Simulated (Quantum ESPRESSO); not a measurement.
## Rh6IrTi (input and log of a self-consistent run)

Computed values, not a measurement. The program is pw.x of Quantum ESPRESSO 7.5 (plane-wave density functional theory). The cell is made up: eight metal atoms on a face-centred cubic lattice, with elements, volume, strain and displacements drawn at random and not relaxed, so it may be unstable or far from any real phase. PseudoDojo standard norm-conserving files set the functional (PBE unless stated); there is no spin polarisation or spin-orbit coupling, the Fermi-Dirac width of 0.25 eV means electrons at about 2900 K, and the masses in the input are unused placeholders. Heavy elements are run without spin-orbit coupling, which real alloys of them have. A spin test at this wide smearing found no moment, but such smearing suppresses magnetism that the real alloy may have.

Input:

```
&control calculation='scf', pseudo_dir='./dojo.nc.sr.pbe.v0_5.standard.upf', outdir='./o', disk_io='minimal', tprnfor=.true., tstress=.true. /
&system ibrav=0, nat=8, ntyp=3, nbnd=84, ecutwfc=87.97787729, nosym=.true., tot_charge=0,
 occupations='smearing', smearing='fd', degauss=0.0183746611
/
&electrons conv_thr=1.470e-08, electron_maxstep=70, mixing_beta=0.5 /
ATOMIC_SPECIES
Ir 1.0 Ir.upf
Rh 1.0 Rh.upf
Ti 1.0 Ti.upf
CELL_PARAMETERS angstrom
-0.0122 -1.9416 -1.9424
1.9803 3.8868 -1.9338
7.8005 -3.8233 3.8737
ATOMIC_POSITIONS angstrom
Rh 0.1279 -0.002 -0.0024
Rh 3.944 -1.9201 1.9346
Rh 3.9785 -0.0965 0.1033
Rh 7.8268 -1.9373 1.8893
Ir 1.9129 -1.871 -0.0814
Rh 5.8493 -3.8274 1.8533
Rh 1.9762 0.1102 -1.9174
Ti 5.896 -1.903 0.0699
K_POINTS automatic
9 5 3 1 1 1
```

The log is shortened where brackets say so; the opening notice, blank lines, dates and the lines on written files are dropped, and the path of the files is cut. It prints rydbergs, bohrs and kilobars, and counts compression as positive stress. Its total energy is the free energy E - TS of the whole cell.

```
     Program PWSCF v.7.5
     Parallel version (MPI & OpenMP), running on       4 processor cores
     Number of MPI processes:                 4
     Threads/MPI process:                     1
     [start-up lines left out]
     bravais-lattice index     =            0
     lattice parameter (alat)  =       5.1900  a.u.
     unit-cell volume          =     794.1914 (a.u.)^3
     number of atoms/cell      =            8
     number of atomic types    =            3
     number of electrons       =       131.00
     number of Kohn-Sham states=           84
     kinetic-energy cutoff     =      87.9779  Ry
     charge density cutoff     =     351.9115  Ry
     scf convergence threshold =      1.5E-08
     mixing beta               =       0.5000
     number of iterations used =            8  plain     mixing
     Exchange-correlation= PBE
                           (   1   4   3   4   0   0   0)
     [axes and pseudopotential details left out]
   Cartesian axes
     site n.     atom                  positions (alat units)
         1        Rh     tau(   1) = (   0.0465695  -0.0007282  -0.0008739  )
         2        Rh     tau(   2) = (   1.4360461  -0.6991258   0.7044054  )
         3        Rh     tau(   3) = (   1.4486079  -0.0351365   0.0376125  )
         4        Rh     tau(   4) = (   2.8498088  -0.7053885   0.6879112  )
         5        Ir     tau(   5) = (   0.6965042  -0.6812480  -0.0296385  )
         6        Rh     tau(   6) = (   2.1297831  -1.3935910   0.6748033  )
         7        Rh     tau(   7) = (   0.7195523   0.0401248  -0.6981427  )
         8        Ti     tau(   8) = (   2.1467870  -0.6928995   0.0254512  )
     number of k points=    68  Fermi-Dirac smearing, width (Ry)=  0.0184
                       cart. coord. in units 2pi/alat
        k(    1) = (   0.0887853  -0.0093063  -0.0698072), wk =   0.0296296
        k(    2) = (  -0.0870863   0.0509044  -0.1288885), wk =   0.0296296
     [further k points left out]
     Dense  grid:    88589 G-vectors     FFT dimensions: (  32,  54, 108)
     Estimated max dynamical RAM per process >     406.14 MB
     Estimated total dynamical RAM >       1.52 GB
     Initial potential from superposition of free atoms
     starting charge     130.9945, renormalised to     131.0000
     Starting wfcs are   80 randomized atomic wfcs +    4 random wfcs
     total cpu time spent up to now is       10.1 secs
     per-process dynamical memory:   327.1 Mb
     Self-consistent Calculation
     iteration #  1     ecut=    87.98 Ry     beta= 0.50
     Davidson diagonalization with overlap
     ethr =  1.00E-02,  avg # of iterations =  3.0
     total cpu time spent up to now is       38.4 secs
     total energy              =   -1753.09429129 Ry
     estimated scf accuracy    <       5.69413160 Ry
     iteration #  2     ecut=    87.98 Ry     beta= 0.50
     Davidson diagonalization with overlap
     ethr =  4.35E-03,  avg # of iterations =  4.2
     total cpu time spent up to now is       70.5 secs
     total energy              =   -1749.44597552 Ry
     estimated scf accuracy    <     147.71825648 Ry
     iteration #  3     ecut=    87.98 Ry     beta= 0.50
     Davidson diagonalization with overlap
     ethr =  4.35E-03,  avg # of iterations =  6.4
     total cpu time spent up to now is      103.9 secs
     total energy              =   -1755.45718227 Ry
     estimated scf accuracy    <      19.78120954 Ry
     iteration #  4     ecut=    87.98 Ry     beta= 0.50
     Davidson diagonalization with overlap
     ethr =  4.35E-03,  avg # of iterations =  2.1
     total cpu time spent up to now is      128.5 secs
     total energy              =   -1756.23493784 Ry
     estimated scf accuracy    <      19.97911562 Ry
     iteration #  5     ecut=    87.98 Ry     beta= 0.50
     Davidson diagonalization with overlap
     ethr =  4.35E-03,  avg # of iterations =  1.2
     total cpu time spent up to now is      150.6 secs
     total energy              =   -1756.59684408 Ry
     estimated scf accuracy    <       5.67595298 Ry
     [iterations 6 to 18 left out]
     iteration # 19     ecut=    87.98 Ry     beta= 0.50
     Davidson diagonalization with overlap
     ethr =  5.11E-10,  avg # of iterations =  1.0
     total cpu time spent up to now is      496.9 secs
     total energy              =   -1756.67377143 Ry
     estimated scf accuracy    <       0.00000017 Ry
     iteration # 20     ecut=    87.98 Ry     beta= 0.50
     Davidson diagonalization with overlap
     ethr =  1.28E-10,  avg # of iterations =  1.0
     total cpu time spent up to now is      521.8 secs
     total energy              =   -1756.67377145 Ry
     estimated scf accuracy    <       0.00000005 Ry
     iteration # 21     ecut=    87.98 Ry     beta= 0.50
     Davidson diagonalization with overlap
     ethr =  3.83E-11,  avg # of iterations =  1.0
     total cpu time spent up to now is      546.7 secs
     total energy              =   -1756.67377145 Ry
     estimated scf accuracy    <       0.00000004 Ry
     iteration # 22     ecut=    87.98 Ry     beta= 0.50
     Davidson diagonalization with overlap
     ethr =  2.80E-11,  avg # of iterations =  1.0
     total cpu time spent up to now is      571.5 secs
     total energy              =   -1756.67377145 Ry
     estimated scf accuracy    <       0.00000004 Ry
     iteration # 23     ecut=    87.98 Ry     beta= 0.50
     Davidson diagonalization with overlap
     ethr =  2.76E-11,  avg # of iterations =  1.0
     total cpu time spent up to now is      596.3 secs
     End of self-consistent calculation
     [lines on levels left out]
!    total energy              =   -1756.67377145 Ry
     estimated scf accuracy    <          4.4E-09 Ry
     smearing contrib. (-TS)   =      -0.15267859 Ry
     internal energy E=F+TS    =   -1756.52109286 Ry
     The total energy is F=E-TS. E is the sum of the following terms:
     one-electron contribution =    -433.23025330 Ry
     hartree contribution      =     303.02050242 Ry
     xc contribution           =    -288.06978353 Ry
     ewald contribution        =   -1338.24155844 Ry
     convergence has been achieved in  23 iterations
     Forces acting on atoms (cartesian axes, Ry/au):
     atom    1 type  2   force =    -0.05410745    0.01850751   -0.01441299
     atom    2 type  2   force =    -0.02629174   -0.00956665    0.00673351
     atom    3 type  2   force =    -0.00447426    0.03720973   -0.03532377
     atom    4 type  2   force =    -0.00265278    0.02110947   -0.00317943
     atom    5 type  1   force =     0.04434885   -0.03033408    0.03843115
     atom    6 type  2   force =     0.01168856   -0.01773248    0.02218629
     atom    7 type  2   force =     0.02736469   -0.02373193   -0.00634213
     atom    8 type  3   force =     0.00412413    0.00453844   -0.00809264
     Total force =     0.119095     Total SCF correction =     0.000376
     Computing stress (Cartesian axis) and pressure
          total   stress  (Ry/bohr**3)                   (kbar)     P=      -23.49
  -0.00032311  -0.00015908   0.00003601          -47.53      -23.40        5.30
  -0.00015908  -0.00006594  -0.00005161          -23.40       -9.70       -7.59
   0.00003601  -0.00005161  -0.00008994            5.30       -7.59      -13.23
     init_run     :      9.58s CPU     10.00s WALL (       1 calls)
     electrons    :    573.95s CPU    586.19s WALL (       1 calls)
     forces       :      3.47s CPU      3.48s WALL (       1 calls)
     stress       :     12.70s CPU     12.72s WALL (       1 calls)
     [timing details left out]
     PWSCF        :   9m59.90s CPU  10m12.62s WALL
     JOB DONE.
```

In other units: free energy -23900.764 eV for the cell, pressure -2.35 GPa, largest force component 1.391 eV/Å in size. The run took 614 s of wall time with four MPI processes on a shared machine (Intel Xeon, older, virtual cores), so the time is rough. A rerun of this cell at a higher cutoff and on a denser mesh moved values by no more than 0.008 eV in energy, 0.17 GPa in stress and 0.011 eV/Å in force, and a second program with other atomic files agreed on that cell to 2 % rms in force and 0.5 GPa in pressure.